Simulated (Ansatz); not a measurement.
**Compressing PbSe: a fit and a missing row**

PbSe, Fm-3m, a = 6.134 Å. Ansatz: PBE+D3(BJ), PAW, 420 eV, Γ-centred 10×10×10 mesh on 2 atoms, Gaussian smearing 0.01 eV; no spin polarisation. Symmetry fixes shape and atoms, so the cell is only scaled; pressure is positive in compression.

```tsv
V (Å³/atom)	P (GPa)
25.390	8.61
26.256	5.88
27.121	?
27.987	1.68
28.853	0.00
29.718	-1.41
30.584	-2.51
31.738	-2.53
```

Question: Take V0 = 28.853 Å³/atom, fit the third-order Birch–Murnaghan form to the other rows, and predict the missing pressure.

Answer: With the Eulerian strain f = ½[(V0/V)^(2/3) − 1] and y = P/[3f(1 + 2f)^(5/2)], the form is the line y = B0 + 1.5 B0 (B0′ − 4) f. Rows (f, y): 0.04449, 52.1; 0.03245, 51.6; 0.01026, 51.9; -0.00975, 50.6; -0.01905, 48.4; -0.03078, 32.1. Means f = 0.004603, y = 47.783; Σ(Δf)² = 0.004416, ΣΔfΔy = 0.8017; the slope is their ratio. y = 46.95 + 181.5 f GPa, so B0 = 47.0 GPa and B0′ = 4 + 2 × (181.5)/(3 × 46.95) = 6.58. At V = 27.121, f = 0.02107, y = 50.77 and P = 3.56 GPa. The run gave 3.65 GPa, so the fit is 0.09 GPa too low, within the rms miss on the fitted rows (0.38 GPa). With a term in f² added B0′ becomes 7.80, so this figure hangs on the form.

In 1 of the 8 runs an atom lies near a switch of its D3 coefficient C6 between reference coordination numbers, so the dispersion energy changes steeply there and can bend the curve. Spin–orbit coupling is left out, which can shift energies with elements as heavy as these.

Cost: 8 runs of about 0.54 core-minutes in all, on Arm Neoverse V1 (shared hosts).